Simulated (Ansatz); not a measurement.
Q: Each is relaxed and computed with r²SCAN (plane waves, PAW; program Ansatz). Which alone has a direct gap?
A) CdS, zinc blende
B) CdSe2, Pa-3 (Cd on 4a, Se on 8c)
C) CrCdF6, R-3 (Cd on 3b, Cr on 3a, F on 18f)
D) BeS, zinc blende

A: A, CdS, zinc blende. CdS: gap 1.54 eV (direct); BeS: gap 3.59 eV (indirect); CrCdF6: gap 0.71 eV (indirect); CdSe2: gap 1.02 eV (indirect). Spin orders computed, not proven ground states: CrCdF6, R-3 (Cd on 3b, Cr on 3a, F on 18f) ferromagnetic. Standing as an ambient phase not checked: CrCdF6, R-3 (Cd on 3b, Cr on 3a, F on 18f); CdSe2, Pa-3 (Cd on 4a, Se on 8c). All cells were relaxed under the symmetry of their starts (and spin orders); stability against distortions was not tested throughout. No Hubbard U is applied. Spin–orbit coupling is left out wherever it is not named.

Potentials: the later of the program's two PAW sets.
